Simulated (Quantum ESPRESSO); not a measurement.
Simulation results for Si7As (made-up cell), MgIn2SiP4 (made-up cell)

Calculation on a made-up crystal cell, not a measurement: periodic Kohn-Sham density functional theory in plane waves with PseudoDojo standard norm-conserving scalar-relativistic pseudopotentials, each functional with its own files (v0.5 for PBE, v0.4.1 for LDA and PBEsol), no spin polarisation, no spin-orbit coupling, atoms not relaxed, stress positive in tension, energies less a fixed whole-eV offset for each atom's element; levels are Kohn-Sham levels at fractions of this cell's reciprocal vectors, counted from the reference band (half the neutral cell's valence electrons, rounded up) at Gamma; error bars cover cutoff and k-mesh only, not smearing or the files; added strain carries the atoms with the cell, and shear is the tensor component; each bar is the largest change over components, and at least 0.002 eV, 0.002 eV per angstrom or 0.02 GPa; energies are for the whole cell, and the offsets were chosen from early runs and are not element reference energies. Program: Quantum ESPRESSO 7.5.

Settings shared by all entries: lattice type zincblende/diamond; functional pbe; cutoff 1143 eV; fermi dirac smearing 0.1 eV; scf tolerance 1e-07 eV; electrons removed 0; added strain kind uniform; k mesh 6 x 6 x 6, shifted by half a step.

(1) Si7As (made-up cell)

Unstrained structure:
```
cell vectors (Å)
   5.4031     0.0849     0.0070
   0.0849     5.4273     0.0284
   0.0070     0.0284     5.3868
atoms (fractions of the cell vectors)
Si  0.01174 -0.00077 -0.00760
Si -0.03187  0.48762  0.51611
Si  0.48955 -0.01733  0.49569
Si  0.50884  0.46888  0.01305
As  0.27915  0.26255  0.24454
Si  0.25521  0.73720  0.75428
Si  0.71624  0.25988  0.71618
Si  0.75326  0.73681  0.23153
```

| Item | Value |
| --- | --- |
| added strain | 0.0109 |
| structure shown | before the added strain of 0.0109 |
| free energy less offsets | 1.613 eV |
| smearing term minus ts | -0.07211 eV |
| scf iterations | 10 |
| pressure | 3.111 GPa |
| stress xx | -3.632 GPa |
| stress yy | -2.391 GPa |
| stress zz | -3.309 GPa |
| stress yz | 3.49 GPa |
| stress xz | 5.331 GPa |
| stress xy | -2.369 GPa |
| fermi level | 0.7351 eV |
| reference band | 22 |
| error bar energy | 0.002736 eV |
| error bar stress | 0.1015 GPa |
| error bar force | 0.01793 eV/Å |
| error bar next band up | 0.002 eV |
| error bar fermi level | 0.01189 eV |
| error bars from | tighter rerun of a related cell |

Atoms:
```tsv
atoms element	atom site	atom energy offset (eV)
Si	1	-115
Si	2	-115
Si	3	-115
Si	4	-115
As	5	-2887
Si	6	-115
Si	7	-115
Si	8	-115
```

Forces:
```tsv
site	x (eV/Å)	y (eV/Å)	z (eV/Å)
1	-1.069	0.2806	-0.4691
2	1.936	1.886	-0.8898
3	1.003	-0.8962	-0.002043
4	1.649	3.049	-2.365
5	-3.508	-1.893	1.83
6	-0.5338	-0.6895	-0.03048
7	0.3802	-2.308	1.533
8	0.1429	0.5717	0.3931
```

Levels:
```tsv
level k point	next band up (eV)
Gamma	0.1637
(1/2,1/2,1/2)	0.9765
(0.15,0,0)	0.3509
(0,0.15,0)	0.2811
(0,0,0.15)	0.2623
```

(2) Si7As (made-up cell)

Structure as in entry 1.

| Quantity | Value |
| --- | --- |
| added strain | 0.0229 |
| structure shown | before the added strain of 0.0229 |
| free energy less offsets | 1.554 eV |
| smearing term minus ts | -0.0771 eV |
| scf iterations | 10 |
| pressure | 0.1775 GPa |
| stress xx | -0.738 GPa |
| stress yy | 0.5679 GPa |
| stress zz | -0.3626 GPa |
| stress yz | 3.029 GPa |
| stress xz | 4.704 GPa |
| stress xy | -1.874 GPa |
| fermi level | 0.7062 eV |
| reference band | 22 |
| error bar energy | 0.002736 eV |
| error bar stress | 0.1015 GPa |
| error bar force | 0.01793 eV/Å |
| error bar next band up | 0.002 eV |
| error bar fermi level | 0.01189 eV |
| error bars from | tighter rerun of a related cell |

Atoms:
```tsv
atoms element	atom site	atom energy offset (eV)
Si	1	-115
Si	2	-115
Si	3	-115
Si	4	-115
As	5	-2887
Si	6	-115
Si	7	-115
Si	8	-115
```

Forces:
```tsv
site	x (eV/Å)	y (eV/Å)	z (eV/Å)
1	-0.9995	0.1876	-0.4761
2	1.72	1.771	-0.8312
3	0.9631	-0.7876	-0.02141
4	1.505	2.824	-2.222
5	-3.191	-1.77	1.665
6	-0.5236	-0.6078	0.004426
7	0.4018	-2.105	1.454
8	0.1241	0.488	0.4281
```

Levels:
```tsv
level k point	next band up (eV)
Gamma	0.1452
(1/2,1/2,1/2)	0.8142
(0.15,0,0)	0.3578
(0,0.15,0)	0.2882
(0,0,0.15)	0.2632
```

(3) MgIn2SiP4 (made-up cell)

Unstrained structure:
```
cell vectors (Å)
   5.9730    -0.0235    -0.0089
  -0.0235     5.9924     0.0949
  -0.0089     0.0949     6.1873
atoms (fractions of the cell vectors)
In -0.00482  0.00557  0.02334
Si -0.03638  0.48590  0.51591
Mg  0.49258  0.00188  0.50145
In  0.48929  0.50419 -0.00543
P   0.24560  0.25282  0.23989
P   0.24581  0.76095  0.75640
P   0.75018  0.26874  0.76749
P   0.75637  0.76147  0.25979
```

| Property | Result |
| --- | --- |
| added strain | -0.0227 |
| structure shown | before the added strain of -0.0227 |

Atoms:
```tsv
atoms element	atom site	atom energy offset (eV)
In	1	-1808
Si	2	-115
Mg	3	-1617
In	4	-1808
P	5	-189
P	6	-189
P	7	-189
P	8	-189
```

(4) MgIn2SiP4 (made-up cell)

Structure as in entry 3.

| Item | Value |
| --- | --- |
| added strain | -0.0162 |
| structure shown | before the added strain of -0.0162 |

Atoms:
```tsv
atoms element	atom site	atom energy offset (eV)
In	1	-1808
Si	2	-115
Mg	3	-1617
In	4	-1808
P	5	-189
P	6	-189
P	7	-189
P	8	-189
```

(5) MgIn2SiP4 (made-up cell)

Structure as in entry 3.

| Item | Value |
| --- | --- |
| added strain | -0.0118 |
| structure shown | before the added strain of -0.0118 |

Atoms:
```tsv
atoms element	atom site	atom energy offset (eV)
In	1	-1808
Si	2	-115
Mg	3	-1617
In	4	-1808
P	5	-189
P	6	-189
P	7	-189
P	8	-189
```

To be estimated
1. Estimate the stress xy of MgIn2SiP4 (made-up cell) (entry 3).
2. What pressure does the calculation give for MgIn2SiP4 (made-up cell) (entry 3)?
3. Estimate the stress zz of MgIn2SiP4 (made-up cell) (entry 3).
4. Give the missing stress xz for MgIn2SiP4 (made-up cell) (entry 3).
5. MgIn2SiP4 (made-up cell) (entry 4): stress yz?
6. Give the missing stress yy for MgIn2SiP4 (made-up cell) (entry 4).
7. Give the missing pressure for MgIn2SiP4 (made-up cell) (entry 4).
8. Give the missing stress zz for MgIn2SiP4 (made-up cell) (entry 5).
9. Estimate the stress xz of MgIn2SiP4 (made-up cell) (entry 5).
10. MgIn2SiP4 (made-up cell) (entry 5): stress xy?
11. MgIn2SiP4 (made-up cell) (entry 5): stress yz?

Answers
1. -0.9335 GPa
2. -2.349 GPa
3. 3.945 GPa
4. 0.7204 GPa
5. 1.562 GPa
6. 2.749 GPa
7. -3.279 GPa
8. 5.385 GPa
9. 0.5413 GPa
10. -0.7909 GPa
11. 1.424 GPa

Further results for MgIn2SiP4 (made-up cell) (entry 3):

| Property | Result |
| --- | --- |
| free energy less offsets | 1.576 eV |
| smearing term minus ts | -0.01283 eV |
| scf iterations | 11 |
| stress xx | 1.301 GPa |
| stress yy | 1.802 GPa |
| stress yz | 1.777 GPa |
| error bar energy | 0.002638 eV |
| error bar stress | 0.02 GPa |
| error bar force | 0.005825 eV/Å |
| error bars from | tighter rerun of this cell |

Forces:
```tsv
site	x (eV/Å)	y (eV/Å)	z (eV/Å)
1	0.6498	-0.1761	-1.18
2	1.168	1.098	-0.4294
3	0.1846	0.244	0.0506
4	0.2348	0.8305	0.4956
5	-0.4004	0.5801	2.029
6	-1.188	-0.4248	-0.9687
7	0.122	-0.4236	-1.416
8	-0.7713	-1.728	1.418
```

Further results for MgIn2SiP4 (made-up cell) (entry 4):

| Quantity | Value |
| --- | --- |
| free energy less offsets | 1.649 eV |
| smearing term minus ts | -0.01463 eV |
| scf iterations | 11 |
| stress xx | 2.253 GPa |
| stress zz | 4.835 GPa |
| stress xz | 0.6105 GPa |
| stress xy | -0.8464 GPa |
| error bar energy | 0.002638 eV |
| error bar stress | 0.02 GPa |
| error bar force | 0.005825 eV/Å |
| error bars from | tighter rerun of a related cell |

Forces:
```tsv
site	x (eV/Å)	y (eV/Å)	z (eV/Å)
1	0.634	-0.1648	-1.107
2	1.094	1.058	-0.3835
3	0.1642	0.2252	0.04664
4	0.2029	0.7945	0.4603
5	-0.3808	0.5296	1.908
6	-1.115	-0.4153	-0.8926
7	0.1311	-0.3775	-1.373
8	-0.7305	-1.65	1.342
```

Further results for MgIn2SiP4 (made-up cell) (entry 5):

| Item | Value |
| --- | --- |
| free energy less offsets | 1.712 eV |
| smearing term minus ts | -0.01591 eV |
| scf iterations | 11 |
| pressure | -3.856 GPa |
| stress xx | 2.845 GPa |
| stress yy | 3.337 GPa |
| error bar energy | 0.002638 eV |
| error bar stress | 0.02 GPa |
| error bar force | 0.005825 eV/Å |
| error bars from | tighter rerun of a related cell |

Forces:
```tsv
site	x (eV/Å)	y (eV/Å)	z (eV/Å)
1	0.623	-0.1576	-1.06
2	1.046	1.031	-0.3545
3	0.1509	0.2127	0.04421
4	0.1819	0.7699	0.4373
5	-0.3673	0.4977	1.828
6	-1.067	-0.4084	-0.8441
7	0.1362	-0.3479	-1.344
8	-0.7037	-1.597	1.293
```
